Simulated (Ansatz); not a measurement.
Si (diamond)

```xyz
2
Lattice="0.0000 2.7352 2.7352 2.7352 0.0000 2.7352 2.7352 2.7352 0.0000" Properties=species:S:1:pos:R:3 pbc="T T T"
Si     2.7352     2.7352     2.7352
Si     4.1027     4.1027     4.1027
```

The slice is a {100} plane (indices of the conventional cell) through the point (0.750, 0.750, 0.750) (fractional), spanned by u = [100] and v = [0 1 -1] in vectors of this cell: u (3.87 Å) and v (3.87 Å, at 90° to u). It covers one period; positions are fractions (u, v).

Computed with PBE (plane waves to 420 eV, PAW, scalar-relativistic; Ansatz, a first-principles code). k mesh 10×10×10. Near the nuclei the fields are pseudised (PAW); where an atom keeps semicore shells as valence, they peak there. Si was relaxed with its symmetry unable to fall.

Q: Sketch the electrostatic potential energy of an electron, from the cell's mean on this plane as a map.

A: 
```
v \ u  0.00  0.15  0.30  0.45  0.60  0.75  0.90
-----  ----  ----  ----  ----  ----  ----  ----
0.90      x     x   3.3   6.0   5.9  <0.0     x
0.75      x   1.6   6.6   7.4   7.4   5.5  <0.0
0.60    5.4   6.4   7.7   8.2   8.1   7.4   5.9
0.45    5.5   6.5   7.8   8.2   8.2   7.4   6.0
0.30    2.0   4.5   7.2   7.8   7.7   6.6   3.3
0.15      x     x   4.5   6.5   6.4   1.6     x
0.00      x     x   2.0   5.5   5.4     x     x
```

Values: electrostatic potential energy of an electron, from the cell's mean, in eV. Points within 1 Å of a nucleus are blanked (x), as the pseudised field means little there. Values under 0 eV are set to 0. The zero, the cell's mean, hangs on the PAW cores.
